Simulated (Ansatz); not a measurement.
Relaxation of a relaxed GaCuSe2 cell shaken by Gaussian noise of σ = 0.08 Å a coordinate; 8 atoms in the cell, which starts as P1 (No. 1), aP8; a = b = 3.966 Å, c = 9.931 Å, α = β = γ = 90.00°. Level of theory: PBE (plane waves to 420 eV, PAW, scalar-relativistic; Ansatz, a quantum-chemistry and plane-wave program). Γ-centred k-mesh 6×6×3 on the run's cell (coarser than for final values), Fermi–Dirac smearing 0.05 eV. This is the first round of the run. 

The optimiser's lines from the output (shortened; P is positive under compression):

```
relax step   1: F+E_penalty+E_count = -42690.63863236 eV  Δ(F+E_penalty+E_count) = +0.000e0 eV  max|allowed force component| = 1.021e0 eV/Å  Δτ_max = 0.0000 Å  P = +1.074 GPa  Ω = 156.220 Å³  (9 SCF iters, dr2 threshold 1.00e-7 eV, accepted)
relax step   2: F+E_penalty+E_count = -42690.83192346 eV  Δ(F+E_penalty+E_count) = -1.933e-1 eV  max|allowed force component| = 4.639e-1 eV/Å  Δτ_max = 0.1394 Å  P = +0.656 GPa  Ω = 155.988 Å³  (8 SCF iters, dr2 threshold 8.00e-7 eV, accepted)
relax step   3: F+E_penalty+E_count = -42691.04874493 eV  Δ(F+E_penalty+E_count) = -2.168e-1 eV  max|allowed force component| = 4.171e-1 eV/Å  Δτ_max = 0.1950 Å  P = +0.100 GPa  Ω = 156.908 Å³  (9 SCF iters, dr2 threshold 8.00e-7 eV, accepted)
relax step   4: F+E_penalty+E_count = -42691.31579970 eV  Δ(F+E_penalty+E_count) = -2.671e-1 eV  max|allowed force component| = 3.431e-1 eV/Å  Δτ_max = 0.1970 Å  P = +0.275 GPa  Ω = 156.839 Å³  (9 SCF iters, dr2 threshold 8.00e-7 eV, accepted)
relax step   5: F+E_penalty+E_count = -42691.59379291 eV  Δ(F+E_penalty+E_count) = -2.780e-1 eV  max|allowed force component| = 2.872e-1 eV/Å  Δτ_max = 0.1962 Å  P = +0.871 GPa  Ω = 157.210 Å³  (11 SCF iters, dr2 threshold 8.00e-7 eV, accepted)
relax step   6: F+E_penalty+E_count = -42691.86115486 eV  Δ(F+E_penalty+E_count) = -2.674e-1 eV  max|allowed force component| = 2.471e-1 eV/Å  Δτ_max = 0.2000 Å  P = +0.239 GPa  Ω = 160.030 Å³  (10 SCF iters, dr2 threshold 8.00e-7 eV, accepted)
relax step   7: F+E_penalty+E_count = -42692.03113670 eV  Δ(F+E_penalty+E_count) = -1.700e-1 eV  max|allowed force component| = 1.505e-1 eV/Å  Δτ_max = 0.1939 Å  P = +0.018 GPa  Ω = 161.677 Å³  (9 SCF iters, dr2 threshold 8.00e-7 eV, accepted)
relax step   8: F+E_penalty+E_count = -42692.13662005 eV  Δ(F+E_penalty+E_count) = -1.055e-1 eV  max|allowed force component| = 1.415e-1 eV/Å  Δτ_max = 0.2000 Å  P = -0.186 GPa  Ω = 162.305 Å³  (9 SCF iters, dr2 threshold 8.00e-7 eV, accepted)
relax step   9: F+E_penalty+E_count = -42692.20365465 eV  Δ(F+E_penalty+E_count) = -6.703e-2 eV  max|allowed force component| = 1.481e-1 eV/Å  Δτ_max = 0.1950 Å  P = -0.305 GPa  Ω = 162.081 Å³  (10 SCF iters, dr2 threshold 8.00e-7 eV, accepted)
relax step  10: F+E_penalty+E_count = -42692.21764398 eV  Δ(F+E_penalty+E_count) = -1.399e-2 eV  max|allowed force component| = 1.987e-2 eV/Å  Δτ_max = 0.1112 Å  P = +0.195 GPa  Ω = 160.904 Å³  (7 SCF iters, dr2 threshold 8.00e-7 eV, accepted)
relax step  11: F+E_penalty+E_count = -42692.21837142 eV  Δ(F+E_penalty+E_count) = -7.274e-4 eV  max|allowed force component| = 2.375e-3 eV/Å  Δτ_max = 0.0115 Å  P = +0.025 GPa  Ω = 161.297 Å³  (8 SCF iters, dr2 threshold 2.43e-7 eV, accepted)
relax step  12: F+E_penalty+E_count = -42692.21888818 eV  Δ(F+E_penalty+E_count) = -5.168e-4 eV  max|allowed force component| = 6.212e-3 eV/Å  Δτ_max = 0.0066 Å  P = -0.021 GPa  Ω = 161.444 Å³  (7 SCF iters, dr2 threshold 4.48e-8 eV, accepted)
relax step  13: F+E_penalty+E_count = -42692.21969600 eV  Δ(F+E_penalty+E_count) = -8.078e-4 eV  max|allowed force component| = 4.257e-3 eV/Å  Δτ_max = 0.0019 Å  P = -0.018 GPa  Ω = 161.458 Å³  (6 SCF iters, dr2 threshold 4.46e-8 eV, accepted)
relax step  14: F+E_penalty+E_count = -42692.22467399 eV  Δ(F+E_penalty+E_count) = -4.978e-3 eV  max|allowed force component| = 1.987e-2 eV/Å  Δτ_max = 0.0055 Å  P = -0.003 GPa  Ω = 161.444 Å³  (8 SCF iters, dr2 threshold 6.49e-8 eV, accepted)
relax step  15: F+E_penalty+E_count = -42692.22541927 eV  Δ(F+E_penalty+E_count) = -7.453e-4 eV  max|allowed force component| = 3.200e-2 eV/Å  Δτ_max = 0.0042 Å  P = -0.262 GPa  Ω = 161.212 Å³  (8 SCF iters, dr2 threshold 3.94e-8 eV, accepted)
relax step  16: F+E_penalty+E_count = -42692.22682358 eV  Δ(F+E_penalty+E_count) = -1.404e-3 eV  max|allowed force component| = 1.552e-2 eV/Å  Δτ_max = 0.0060 Å  P = -0.092 GPa  Ω = 160.439 Å³  (7 SCF iters, dr2 threshold 3.73e-7 eV, accepted)
relax step  17: F+E_penalty+E_count = -42692.22666179 eV  Δ(F+E_penalty+E_count) = +1.618e-4 eV  max|allowed force component| = 2.299e-2 eV/Å  Δτ_max = 0.0097 Å  P = +0.076 GPa  Ω = 159.955 Å³  (9 SCF iters, dr2 threshold 4.16e-8 eV, rejected (line search))
relax step  18: F+E_penalty+E_count = -42692.22703488 eV  Δ(F+E_penalty+E_count) = -2.113e-4 eV  max|allowed force component| = 3.803e-3 eV/Å  Δτ_max = 0.0034 Å  P = -0.014 GPa  Ω = 160.166 Å³  (12 SCF iters, accepted)
relax step  19: F+E_penalty+E_count = -42692.22705549 eV  Δ(F+E_penalty+E_count) = -2.061e-5 eV  max|allowed force component| = 9.902e-4 eV/Å  Δτ_max = 0.0019 Å  P = -0.003 GPa  Ω = 160.146 Å³  (7 SCF iters, dr2 threshold 2.46e-9 eV, accepted)
relax step  20: F+E_penalty+E_count = -42692.22797571 eV  Δ(F+E_penalty+E_count) = -9.202e-4 eV  max|allowed force component| = 1.238e-3 eV/Å  Δτ_max = 0.0000 Å  P = +0.000 GPa  Ω = 160.146 Å³  stress off target by 8.08e-3 GPa  SCF on the basis re-selected at this cell (its energy is not comparable with the rows above)  (10 SCF iters)
```

From the first to the last row the energy changes by -0.20 eV/atom and the volume by +2.5 %. The last row is marked as not comparable with the walk above it, whose basis was carried along; it does compare with step 1, since both stand on a basis selected at the nominal cutoff for their own cell.

Step 17 was rejected by the optimiser.

Later rounds, restarted from the end of this one on a renewed k-mesh, logged 8 more steps and released under 0.01 eV/atom more. The final structure after all rounds: Immm (No. 71), oI8; a = 3.8680 Å, b = 3.9815 Å, c = 10.4617 Å, α = β = γ = 90.00°. Between re-selections the logged energies stand on a plane-wave basis carried along with the cell. No spin polarisation in the result.

The relaxed structure here is a generated cell of GaCuSe2: the first start was made by a random draw of sites in a space group, and the end was not matched to a known phase here, so it may be hypothetical. Known forms of GaCuSe2 include space group No. 122.
